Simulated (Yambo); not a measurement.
## Optical response of K2MgH4

```
K2MgH4
1.0
   -2.00447     2.00447     6.77646
    2.00447    -2.00447     6.77646
    2.00447     2.00447    -6.77646
H Mg K
4 1 2
Direct
  0.00000   0.50000   0.50000
  0.50000   0.00000   0.50000
  0.85195   0.85195   0.00000
  0.14805   0.14805   0.00000
  0.00000   0.00000   0.00000
  0.64392   0.64392   0.00000
  0.35608   0.35608   0.00000
```

Yambo, RPA with local fields on PBEsol bands; 6×6×6 mesh, 79 bands, 3 Ry local-field block, 0.2 eV broadening; field along x.

```json
[
 {"E (eV)": "0.0", "Im ε": "0.00", "Re ε": "3.06", "Im ε, independent particles": "0.00"},
 {"E (eV)": "0.6", "Im ε": "0.01", "Re ε": "3.08", "Im ε, independent particles": "0.02"},
 {"E (eV)": "1.2", "Im ε": "0.03", "Re ε": "3.14", "Im ε, independent particles": "0.04"},
 {"E (eV)": "1.9", "Im ε": "0.05", "Re ε": "3.26", "Im ε, independent particles": "0.06"},
 {"E (eV)": "2.5", "Im ε": "0.08", "Re ε": "3.46", "Im ε, independent particles": "0.11"},
 {"E (eV)": "3.1", "Im ε": "0.15", "Re ε": "3.80", "Im ε, independent particles": "0.20"},
 {"E (eV)": "3.8", "Im ε": "0.43", "Re ε": "4.52", "Im ε, independent particles": "0.58"},
 {"E (eV)": "4.4", "Im ε": "1.95", "Re ε": "4.86", "Im ε, independent particles": "2.60"},
 {"E (eV)": "5.0", "Im ε": "3.66", "Re ε": "3.97", "Im ε, independent particles": "4.94"},
 {"E (eV)": "5.6", "Im ε": "3.24", "Re ε": "3.40", "Im ε, independent particles": "4.58"},
 {"E (eV)": "6.2", "Im ε": "4.68", "Re ε": "1.97", "Im ε, independent particles": "5.52"},
 {"E (eV)": "6.9", "Im ε": "3.09", "Re ε": "0.35", "Im ε, independent particles": "3.19"},
 {"E (eV)": "7.5", "Im ε": "2.90", "Re ε": "0.75", "Im ε, independent particles": "3.14"},
 {"E (eV)": "8.1", "Im ε": "2.52", "Re ε": "-0.19", "Im ε, independent particles": "2.02"},
 {"E (eV)": "8.8", "Im ε": "1.35", "Re ε": "-0.11", "Im ε, independent particles": "1.10"},
 {"E (eV)": "9.4", "Im ε": "1.22", "Re ε": "0.18", "Im ε, independent particles": "1.03"},
 {"E (eV)": "10.0", "Im ε": "1.07", "Re ε": "0.40", "Im ε, independent particles": "0.94"},
 {"E (eV)": "10.6", "Im ε": "0.91", "Re ε": "0.37", "Im ε, independent particles": "0.75"},
 {"E (eV)": "11.2", "Im ε": "0.88", "Re ε": "0.62", "Im ε, independent particles": "0.82"},
 {"E (eV)": "11.9", "Im ε": "0.90", "Re ε": "0.31", "Im ε, independent particles": "0.68"},
 {"E (eV)": "12.5", "Im ε": "0.59", "Re ε": "0.51", "Im ε, independent particles": "0.48"},
 {"E (eV)": "13.1", "Im ε": "0.59", "Re ε": "0.51", "Im ε, independent particles": "0.43"},
 {"E (eV)": "13.8", "Im ε": "0.42", "Re ε": "0.52", "Im ε, independent particles": "0.30"},
 {"E (eV)": "14.4", "Im ε": "0.34", "Re ε": "0.67", "Im ε, independent particles": "0.26"},
 {"E (eV)": "15.0", "Im ε": "0.31", "Re ε": "0.75", "Im ε, independent particles": "0.21"},
 {"E (eV)": "15.6", "Im ε": "0.30", "Re ε": "0.89", "Im ε, independent particles": "0.25"},
 {"E (eV)": "16.2", "Im ε": "0.42", "Re ε": "0.99", "Im ε, independent particles": "0.57"},
 {"E (eV)": "16.9", "Im ε": "0.48", "Re ε": "0.89", "Im ε, independent particles": "0.72"},
 {"E (eV)": "17.5", "Im ε": "0.38", "Re ε": "0.92", "Im ε, independent particles": "0.70"},
 {"E (eV)": "18.1", "Im ε": "0.42", "Re ε": "0.96", "Im ε, independent particles": "0.98"},
 {"E (eV)": "18.8", "Im ε": "0.52", "Re ε": "0.92", "Im ε, independent particles": "1.29"},
 {"E (eV)": "19.4", "Im ε": "0.39", "Re ε": "0.82", "Im ε, independent particles": "0.98"},
 {"E (eV)": "20.0", "Im ε": "0.34", "Re ε": "0.84", "Im ε, independent particles": "0.96"}
]
```

Structure narrower than a few tenths of an eV can come from the finite k mesh. Convergence of the RPA response with its 6×6×6 mesh was not tested. No excitonic effects at this level.

Geometry of the Materials Project entry, not relaxed at this level.
